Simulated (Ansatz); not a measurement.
Here is the system:

ZnS (wurtzite)

```
CELL_PARAMETERS angstrom
      3.84511     0.00000     0.00000
     -1.92255     3.32996     0.00000
      0.00000     0.00000     6.30566
ATOMIC_POSITIONS crystal
  Zn 0.66667 0.33333 0.99985
  Zn 0.33333 0.66667 0.49985
  S  0.66667 0.33333 0.62535
  S  0.33333 0.66667 0.12535
```

Scan: atom 3 (S, nearest neighbour Zn at 2.357 Å; its periodic images, 3.8 Å or more away, move with it) is displaced along Cartesian z, direction (0.000, 0.000, 1.000) in Cartesian axes, by s. The other atoms stay.

Calculation: PBE (plane waves to 420 eV, PAW, scalar-relativistic; Ansatz, a quantum-chemistry and plane-wave program). k mesh 8×8×4 (Γ-centred), Fermi-Dirac smearing 0.05 eV. The energy includes the smearing's −TS. ZnS was relaxed with its symmetry unable to fall. The zero of ΔE is the undisplaced structure.

The scan covers s from -0.240 to 0.240 Å in 11 points.

Q: Is the energy the same for displacements of ±0.240 Å, and if not, which side lies higher?

A: Not even: the positive side lies higher at ±0.240 Å. With its periodic images moving along, the atom's site symmetry in this cell is 3m..

Q: What force acts on the atom along the line at s = -0.240 Å?

A: 1.46 eV/Å.

Q: What is the energy change at s = 0.240 Å?

A: 319 meV/cell.

Q: What is the force constant k = d²E/ds² of this move at s = 0?

A: 8.59 eV/Å².

(For displaced atoms, the force is minus the slope of the energy, and its curvature is a force constant, which sets phonon frequencies.)
